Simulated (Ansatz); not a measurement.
VSi in space group P-6m2 (No. 187; V on 1a, Si on 1f) at seven volumes, PBE in the plane-wave PAW code Ansatz, shape and atoms relaxed at each. One row is withheld.

| V (Å³/atom) | P (GPa) |
|---|---|
| 12.045 | ? |
| 12.442 | 11.67 |
| 12.839 | 5.38 |
| 13.236 | 0.00 |
| 13.633 | -4.58 |
| 14.030 | -8.41 |
| 14.427 | -11.72 |

### Question
Fit the shown pressures and predict the withheld one.

### Answer
P = (3/2)B₀(x^(7/2) − x^(5/2))[1 + (3/4)(B′ − 4)(x − 1)] with x = (V₀/V)^(2/3). Least squares on the six rows gives V₀ = 13.236 Å³/atom, B₀ = 165 GPa, B′ = 4.43. At V = 12.045, x = 1.0649 and P = 19.18 GPa. The run itself gave 19.10 GPa.

The cell is a constructed one: a structure type filled with these elements; neither database checked (COD, Materials Project) lists it. Its standing as an ambient phase is unchecked. The PBE relaxation kept the symmetry of its start; its stability against distortions is not shown here. The workflow began spin-polarised and lost its moments.

Potentials: the later of the program's two PAW sets.
